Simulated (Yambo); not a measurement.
## Convergence of the G0W0 gap of SnTe

G0W0@PBE for SnTe (rock salt, space group Fm-3m, No. 225) in Yambo. Reference settings: 4×4×4 Γ-centred k mesh, bands 9 to 289 and a 15 Ry block in the screening, 289 bands in G with the Bruneval-Gonze terminator, plasmon pole fitted at 27.2 eV. The PBE gap L → L on this mesh is 0.12 eV; G0W0 gaps are taken between the same points.

```json
[
 {"change from the reference": "reference settings", "G0W0 gap L → L (eV)": "0.13", "shift of the valence edge (eV)": "-0.34", "rough Yambo cost": "1"},
 {"change from the reference": "155 bands in W, 155 bands in G", "G0W0 gap L → L (eV)": "0.16", "shift of the valence edge (eV)": "-0.27", "rough Yambo cost": "within a factor of two"},
 {"change from the reference": "155 bands in G", "G0W0 gap L → L (eV)": "0.13", "shift of the valence edge (eV)": "-0.34", "rough Yambo cost": "–"},
 {"change from the reference": "9 Ry block", "G0W0 gap L → L (eV)": "0.15", "shift of the valence edge (eV)": "-0.31", "rough Yambo cost": "within a factor of two"},
 {"change from the reference": "no terminator", "G0W0 gap L → L (eV)": "0.15", "shift of the valence edge (eV)": "-0.30", "rough Yambo cost": "–"}
]
```

The reference isn't shown to be the converged limit. Costs are rough (shared machines), scaled to the same edge states, and given only for runs that recompute the screening.

Spin-orbit coupling is left out, which matters for elements this heavy: edges can move by tenths of an eV. So small a PBE gap in heavy elements may be inverted, where one-shot corrections to single bands mislead.

Geometry relaxed with PBEsol; primitive cell a = b = c = 4.443 Å, α = β = γ = 60.00°.

A shift is the quasiparticle energy of the state minus its PBE energy.

The potentials are those of PseudoDojo's stringent table.
